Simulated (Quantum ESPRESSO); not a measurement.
# Ga6GeMgAs8: convergence and cost over cutoff and k mesh

A calculation, not a measurement. The program is pw.x of Quantum ESPRESSO 7.5 (plane-wave density functional theory). The cell is made up: 16 atoms on a doubled zincblende/diamond lattice, with randomly drawn elements, strain and displacements, not relaxed. PseudoDojo standard norm-conserving files (v0.5 for PBE, v0.4.1 for LDA and PBEsol) set the functional; there is no spin polarisation, spin-orbit coupling or dispersion term, and the masses in the input are unused placeholders.

Input of the run in row 2:

```
&control calculation='scf', pseudo_dir='./dojo.nc.sr.pbe.v0_5.standard.upf', outdir='./o', disk_io='low', tprnfor=.true., tstress=.true. /
&system ibrav=0, nat=16, ntyp=4, nbnd=117, ecutwfc=84.00895049, nosym=.true., tot_charge=0,
 occupations='smearing', smearing='fd', degauss=0.0018374661
/
&electrons conv_thr=7.350e-09, electron_maxstep=60, /
ATOMIC_SPECIES
As 1.0 As.upf
Ga 1.0 Ga.upf
Ge 1.0 Ge.upf
Mg 1.0 Mg.upf
CELL_PARAMETERS angstrom
5.4799 -0.0188 -0.0585
-0.0188 5.5483 -0.0296
-0.1171 -0.0593 11.3728
ATOMIC_POSITIONS angstrom
Ga 0.0174 -0.0504 0.0673
Ga -0.1155 2.7492 2.8682
Ga 2.6696 -0.0213 2.8619
Ga 2.7459 2.7174 -0.1076
Ga -0.0459 -0.0444 5.6726
Ga -0.0434 2.7524 8.4869
Ge 2.6855 -0.0807 8.5526
Mg 2.6578 2.7359 5.5351
As 1.3496 1.3999 1.4292
As 1.3069 4.095 4.1639
As 4.108 1.2967 4.2481
As 4.0393 4.1528 1.3231
As 1.2957 1.2906 7.1112
As 1.2097 4.0332 9.9787
As 3.9973 1.2324 9.9324
As 4.0225 4.0993 7.0296
K_POINTS automatic
4 4 2 1 1 1
```

The same cell was run at these settings. Meshes are shifted by half a step, and differences are from the last row, which is itself not exact.

| cutoff (eV) | k mesh | k points solved | threshold (eV) | free energy less the last row's (eV) | pressure (GPa) | largest stress difference (GPa) | largest force difference (eV/Å) | iterations | wall time (s) | k-point pools | processor |
| --- | --- | --- | --- | --- | --- | --- | --- | --- | --- | --- | --- |
| 800 | 2 x 2 x 2 | 4 | 1e-04 | 26.039 | -99.88 | 109.41 | 0.040 | 9 | 328 | 1 | AMD EPYC, Zen 5 class |
| 1143 | 4 x 4 x 2 | 16 | 1e-07 | 0.033 | 8.85 | 0.01 | 0.014 | 13 | 414 | 4 | Intel Xeon, 2023 or later |
| 1437 | 6 x 6 x 4 | 72 | 1e-07 | 0.000 | 8.86 | 0.00 | 0.000 | 13 | 2718 | 4 | Intel Xeon, 2023 or later |

Each pool is one process. Wall times include start-up and a band step at six k points, which weighs most on the coarsest meshes. The runs were on shared virtual cores whose load varied, so times are rough.